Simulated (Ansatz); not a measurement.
SiO2 (alpha-cristobalite type, space group P4_12_12)

```xyz
12
Lattice="5.0310 0.0000 0.0000 0.0000 5.0310 0.0000 0.0000 0.0000 7.0144" Properties=species:S:1:pos:R:3 pbc="T T T"
Si     1.4974     1.4974     3.5072
Si     4.0129     1.0181     1.7536
Si     1.0181     4.0129     5.2608
Si     3.5336     3.5336     0.0000
O      1.2062     0.5083     4.7551
O      3.7217     2.0072     0.5057
O      1.3093     3.0238     4.0130
O      3.8248     4.5227     1.2479
O      4.5227     3.8248     5.7666
O      2.0072     3.7217     6.5087
O      3.0238     1.3093     3.0015
O      0.5083     1.2062     2.2593
```

The slice is a (010) plane (indices of the conventional cell) through the point (0.899, 0.760, 0.822) (fractional), spanned by u = [100] and v = [001] in vectors of this cell: u (5.03 Å) and v (7.01 Å, at 90° to u). It covers one period; positions are fractions (u, v).

Calculation: PBEsol (plane waves to 420 eV, PAW, scalar-relativistic; Ansatz, a first-principles code). k mesh 5×5×4. Inside the PAW spheres the values are not all-electron values, and peaks at nuclei hang on which shells count as valence. SiO2 was relaxed with its symmetry unable to fall.

Problem. Around which element is the density of the lowest conduction band (whole band as if filled, smooth part) largest on this plane?

Solution. O. Mean over a disc round each atom, of radius 0.45 times the shortest bond: O 0.049, Si 0.014 e/Å³.

Problem. Around which element is the density of the highest valence band (whole band, smooth part) largest on this plane?

Solution. O. Mean over a disc round each atom, of radius 0.45 times the shortest bond: O 0.029, Si 0.001 e/Å³.

Problem. Predict the map of the density of the highest valence band (whole band, smooth part) on the slice.

Solution. 
| v \ u | 0.00 | 0.09 | 0.17 | 0.26 | 0.35 | 0.43 | 0.52 | 0.61 | 0.70 | 0.78 | 0.87 | 0.96 |
|---|---|---|---|---|---|---|---|---|---|---|---|---|
| 0.94 | 0.057 | 0.011 | 0.001 | 0.000 | 0.000 | 0.002 | 0.002 | 0.001 | 0.000 | 0.001 | 0.014 | 0.059 |
| 0.84 | 0.003 | 0.001 | 0.002 | 0.003 | 0.001 | 0.007 | 0.004 | 0.001 | 0.000 | 0.001 | 0.002 | 0.004 |
| 0.75 | 0.000 | 0.001 | 0.005 | 0.009 | 0.004 | 0.013 | 0.008 | 0.002 | 0.000 | 0.000 | 0.000 | 0.000 |
| 0.66 | 0.000 | 0.001 | 0.002 | 0.005 | 0.005 | 0.004 | 0.003 | 0.001 | 0.000 | 0.000 | 0.000 | 0.000 |
| 0.56 | 0.000 | 0.000 | 0.000 | 0.001 | 0.001 | 0.000 | 0.000 | 0.000 | 0.000 | 0.000 | 0.000 | 0.000 |
| 0.47 | 0.003 | 0.001 | 0.000 | 0.000 | 0.000 | 0.000 | 0.000 | 0.001 | 0.003 | 0.005 | 0.005 | 0.004 |
| 0.38 | 0.014 | 0.004 | 0.001 | 0.000 | 0.000 | 0.000 | 0.000 | 0.002 | 0.009 | 0.016 | 0.012 | 0.021 |
| 0.28 | 0.010 | 0.003 | 0.001 | 0.000 | 0.001 | 0.002 | 0.001 | 0.001 | 0.005 | 0.004 | 0.004 | 0.013 |
| 0.19 | 0.001 | 0.001 | 0.000 | 0.001 | 0.007 | 0.037 | 0.044 | 0.009 | 0.001 | 0.001 | 0.001 | 0.001 |
| 0.09 | 0.025 | 0.015 | 0.003 | 0.000 | 0.003 | 0.012 | 0.035 | 0.024 | 0.005 | 0.001 | 0.004 | 0.018 |
| 0.00 | 0.003 | 0.012 | 0.005 | 0.001 | 0.002 | 0.008 | 0.016 | 0.007 | 0.001 | 0.001 | 0.010 | 0.016 |

Values: density of the highest valence band (whole band, smooth part) in e/Å³.
